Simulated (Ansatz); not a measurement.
Ga₃SbN₂, ordered on the zincblende lattice (I-4m2) with 6 atoms a cell, relaxed with r2SCAN. The symmetry is I-4m2 (No. 119, tetragonal); conventional cell a = 3.155 Å, c = 19.718 Å, 16.36 Å³ an atom. N has 4 Ga at 1.94–1.97 Å; Ga has 4 N at 1.94 Å; Ga has 2 N at 1.97 Å and 2 Sb at 3.06 Å; Sb has 4 Ga at 3.06 Å and 4 Sb at 3.16 Å.

```xyz
6
Lattice="-1.5777 1.5777 9.8590 1.5777 -1.5777 9.8590 1.5777 1.5777 -9.8590" Properties=species:S:1:pos:R:3 pbc="T T T"
N     0.0000    0.0000    3.7980
Ga    0.0000    1.5777    4.9295
N     0.0000    0.0000   15.9199
Ga    1.5777    0.0000    7.2423
Sb    0.0000    0.0000    9.8590
Ga    1.5777    0.0000    2.6166
```

The questions ask for values computed with the plane-wave code Ansatz on this geometry. Note: simulated data, non-magnetic, for a generated structure that need not be the stable one.

Given (12×12×12 mesh): PBE gives no gap: the lowest nominally empty band dips 2.28 eV below the top of the last filled one (its bottom at G–M (0.49 of the way from G), the top at Γ–X (0.17 of the way from Γ)), so the cell is a metal or semimetal at this level.

Question: How does the gap change from PBE to PBE+SOC (12×12×12)?

Answer: With PBE+SOC the bands overlap by 2.23 eV (counted from 1, band 64 peaks at Γ–X (0.17 of the way from Γ) and band 65 bottoms out at G–M (0.49 of the way from G)): no gap.

Question: What does r2SCAN give for the gap (12×12×12 mesh)?

Answer: r2SCAN gives no gap: the lowest nominally empty band dips 2.50 eV below the top of the last filled one (its bottom at G–M (0.49 of the way from G), the top at Γ–X (0.17 of the way from Γ)), so the cell is a metal or semimetal at this level.

Question: What do these levels agree on?

Answer: No level opens a gap, but no hybrid is among them, and semilocal functionals can close a real gap.

Only the levels marked +SOC include spin-orbit coupling.

Where an edge lies off the special points, it is a point of the mesh or the k point where a search put PBE's edge or least direct gap, reused for the other functionals, whose own edges may lie a little apart.
